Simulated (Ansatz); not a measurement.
Cs:
```
CELL_PARAMETERS angstrom
     -3.13350     3.13350     3.13350
      3.13350    -3.13350     3.13350
      3.13350     3.13350    -3.13350
ATOMIC_POSITIONS crystal
  Cs 0.00000 0.00000 0.00000
```

Relaxed with r²SCAN.

### Question
Map the electron localisation function on the plane through (0.000, 0.000, 0.000) spanned by u = [1, 1, 0] and v = [1, -1, 0] in lattice vectors, from r²SCAN (plane waves, PAW; program Ansatz).

### Answer
x is the fraction of u, y of v (the angle between them is 90°; rows are the nearest grid lines); atoms in the plane: Cs at (0.00, 0.00), Cs at (0.50, 0.50).
```
|  +%@@@#-    .-==-.    -#@@@%+  |
|*#%@@@%*:    :====:    :*%@@@%#*|
|@@@@@@#+.    :=++=:    .+#@@@@@@|
|@@@%%*-.    :-=++=-:    .-*%%@@@|
|++=-.      :---==---:      .-=++|
|         ...        ...         |
|        .              .        |
|:::::..       ....       ..:::::|
|+==-:     .=*#%%%%#*=.     :-==+|
|++=:    .=#%@@@@@@@@%#=.    :=++|
|+=-.    -*%@@@@@@@@@@%*-    .-=+|
|==:.   .+%@@@%=..=%@@@%+.   .:==|
|==:.   .+%@@@%=..=%@@@%+.   .:==|
|+=-.    -*%@@@@@@@@@@%*-    .-=+|
|++=:    .=#%@@@@@@@@%#=.    :=++|
|+==-:     .=*#%%%%#*=.     :-==+|
|:::::..       ....       ..:::::|
|        .              .        |
|         ...        ...         |
|++=-.      :---==---:      .-=++|
|@@@%%*-.    :-=++=-:    .-*%%@@@|
|@@@@@@#+.    :=++=:    .+#@@@@@@|
|*#%@@@%*:    :====:    :*%@@@%#*|
|  +%@@@#-    .-==-.    -#@@@%+  |
```
Scale: ten equal steps from 0.025 (start of ' ') to 0.893 (end of '@'), in the order ' .:-=+*#%@'; x runs from 0.000 to 1.00, y from 0.000 (bottom) to 1.00 (top).

The density is the valence pseudo-density with augmentation charge, so density and ELF within about 1 Å of a nucleus are not all-electron values.

Space group Im-3m (bcc (W type)). Symmetry was held in the r²SCAN relaxation. Scalar-relativistic: spin–orbit coupling is off unless named, which matters more the heavier the elements.

Potentials: the earlier of the program's two PAW sets.
